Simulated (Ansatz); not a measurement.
TiN (rock salt)

```xyz
2
Lattice="0.0000 2.1235 2.1235 2.1235 0.0000 2.1235 2.1235 2.1235 0.0000" Properties=species:S:1:pos:R:3 pbc="T T T"
N      0.0000     0.0000     0.0000
Ti     2.1235     2.1235     2.1235
```

The relaxed cell is deformed in two ways at once: its volume V is scaled, and at that volume it is stretched along z (the c axis of the conventional cell) so that c/a changes. Fractional atomic positions are held.

Computed with PBE (plane waves to 420 eV, PAW, scalar-relativistic; Ansatz, an electronic-structure program). k mesh 19×19×19 (Γ-centred), Fermi-Dirac smearing 0.05 eV. The energy includes the smearing's −TS. With partly filled bands, the response to shear is sensitive to the k mesh, so small differences along c/a are uncertain. TiN is run without spin polarisation. TiN was relaxed with its symmetry unable to fall. ΔE is measured from the relaxed starting cell.

**Question.** Estimate the ΔE (eV/atom) for all points of the grid V/V₀ = 0.960, 0.973, 0.987, 1.000, 1.013, 1.027, 1.040 by (c/a)/(c/a)₀ = 0.960, 0.973, 0.987, 1.000, 1.013, 1.027, 1.040.

**Answer.** ΔE (eV/atom), with V/V₀ across and (c/a)/(c/a)₀ down:

```csv
(c/a)/(c/a)₀ \ V/V₀,0.960,0.973,0.987,1.000,1.013,1.027,1.040
0.960,0.032,0.023,0.018,0.015,0.016,0.019,0.025
0.973,0.022,0.014,0.008,0.007,0.008,0.012,0.018
0.987,0.016,0.008,0.003,0.002,0.003,0.007,0.014
1.000,0.014,0.006,0.002,0.000,0.001,0.006,0.012
1.013,0.016,0.008,0.003,0.002,0.003,0.007,0.014
1.027,0.021,0.013,0.008,0.006,0.007,0.011,0.017
1.040,0.030,0.021,0.015,0.013,0.014,0.017,0.023
```

(A scan under strain: stresses follow from slopes of the energy per volume, elastic moduli from its curvatures.)
